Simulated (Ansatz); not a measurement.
TiTe2 (CdI2 type)

```
TiTe2
1.0
    7.39497     0.00000     0.00000
   -1.84874     3.20212     0.00000
    0.00000     0.00000     6.38480
Ti Te
2 4
Direct
  0.00000   0.00000   0.00000
  0.50000   0.00000   0.00000
  0.16667   0.66667   0.27107
  0.66667   0.66667   0.27107
  0.33333   0.33333   0.72893
  0.83333   0.33333   0.72893
```

In this cell atom 3 (Te, nearest neighbour Ti at 2.748 Å; its periodic images, 3.7 Å or more away, move with it) is moved by s along Cartesian [111], unit vector (0.577, 0.577, 0.577); all other atoms and the cell stay fixed.

These are PBE-D3(BJ) (plane waves to 420 eV, PAW, scalar-relativistic; Ansatz, a program for electronic structure) values and carry that method's errors. k mesh 6×12×6 (Γ-centred), Fermi-Dirac smearing 0.05 eV. Energies are smeared free energies. With partly filled bands, energies and forces of such displacements shift with the k mesh and the smearing. Spin-orbit coupling is left out, though Te is heavy. The PAW data are Ansatz's earlier set. TiTe2 is run without spin polarisation. TiTe2 was relaxed with its symmetry unable to fall. The zero of ΔE is the undisplaced structure. The last digit holds for this mesh only.

| s (Å) | ΔE (meV/cell) |
|---|---|
| -0.550 | 1344.4 |
| -0.440 | withheld |
| -0.330 | 435.4 |
| -0.220 | 183.3 |
| -0.110 | 43.3 |
| 0.000 | 0.0 |
| 0.110 | 39.3 |
| 0.220 | 149.1 |
| 0.330 | 318.9 |
| 0.440 | 540.3 |
| 0.550 | 807.2 |

Question: Fit a polynomial form (powers 2, 3, 4) to the given rows and predict ΔE at s = -0.440.

Answer: Least squares on the 10 given rows: ΔE = (3409)·s² + (-1615)·s³ + (486.4)·s⁴, in meV/cell with s in Å; root-mean-square residual 0.19 meV/cell. At -0.440 the fit gives 815.8 meV/cell; the calculation gives 816.3 meV/cell, so the interpolation is off by -0.5 (-0.1 %). The quadratic term alone would give 660.0 meV/cell.

(For displaced atoms, the force is minus the slope of the energy, and its curvature is a force constant, which sets phonon frequencies.)
